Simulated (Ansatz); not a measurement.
# Notes on YbMn2Sb2

```
Yb Mn Sb
1.0
     4.58968    0.00000    0.00000
    -2.29484    3.97478    0.00000
     0.00000    0.00000    7.55034
Yb Mn Sb
1 2 2
Direct
  0.00000 0.00000 0.00000
  0.33330 0.66670 0.62000
  0.66670 0.33330 0.38000
  0.33330 0.66670 0.26000
  0.66670 0.33330 0.74000
```

Method: PBE, spin-orbit coupling; PAW, plane waves to 420 eV, 5×5×3 Γ-centred mesh, fermi-dirac occupations (width 0.0292 eV) (Ansatz 0.2.0), atoms fixed.

The state carries no moments; the state need not be the lowest.

- Charges: Bader charges in e: Yb +1.41, Mn +0.31, Sb -1.02. In the mean Yb gives up most and Sb takes most.
- Stress: The pressure is -12.8 GPa (compression positive), so with the atoms held at these fractions the cell would first shrink; the forces are large, so a full relaxation may end otherwise.
- Electronic structure: It is a metal, with about 27 states/eV a cell as the mean within 0.25 eV of the Fermi level, mostly Yb f (53 %) and Mn d (42 %).
- Forces: The largest is on Sb4 (and as large on other atoms): 1.28 eV/Å, components (0.00, 0.00, 1.28). It makes 0° with the line to a nearest neighbour, Mn2 at 2.72 Å, pointing towards it.

Origin: a database entry at a rescaled volume. Caveats: no spin polarisation, so a magnetic state may lie lower; the k mesh is coarse if the cell is a metal; atoms or cell far from equilibrium; f levels without a U or exact exchange are poorly placed.
